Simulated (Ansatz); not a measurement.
Given:

CsCaBr₃:
```cif
data_Br3CaCs
_chemical_formula_sum 'Cs1 Ca1 Br3'
_space_group_name_H-M_alt 'P 1'
_space_group_IT_number 1
_cell_length_a 5.70826
_cell_length_b 5.70826
_cell_length_c 5.70826
_cell_angle_alpha 90.000
_cell_angle_beta 90.000
_cell_angle_gamma 90.000
loop_
_space_group_symop_operation_xyz
  'x, y, z'
loop_
_atom_site_label
_atom_site_type_symbol
_atom_site_fract_x
_atom_site_fract_y
_atom_site_fract_z
_atom_site_occupancy
Cs1 Cs 0.00000 0.00000 0.00000 1
Ca1 Ca 0.50000 0.50000 0.50000 1
Br1 Br 0.50000 0.00000 0.50000 1
Br2 Br 0.00000 0.50000 0.50000 1
Br3 Br 0.50000 0.50000 0.00000 1
```

This is the r²SCAN-relaxed structure.

Q: All from r²SCAN in the plane-wave PAW code Ansatz, unless another level is named. Predict the Hill bulk and shear moduli.

A: 22.4 and 12.7 GPa.

Q: Predict the elastic constants (relaxed ions, GPa).

A: C11 = 49.4, C12 = 9.0, C44 = 9.2.

Space group Pm-3m (cubic perovskite). The workflow started from a Materials Project entry (that database holds measured and hypothetical structures alike); the Crystallography Open Database copy checked does not list it. Whether it is the stable phase at ambient conditions was not checked. Symmetry was held in the r²SCAN relaxation; phonons on a q-mesh show weakly imaginary modes. Scalar-relativistic: spin–orbit coupling is off unless named, which matters more the heavier the elements.

Potentials: the later of the program's two PAW sets.
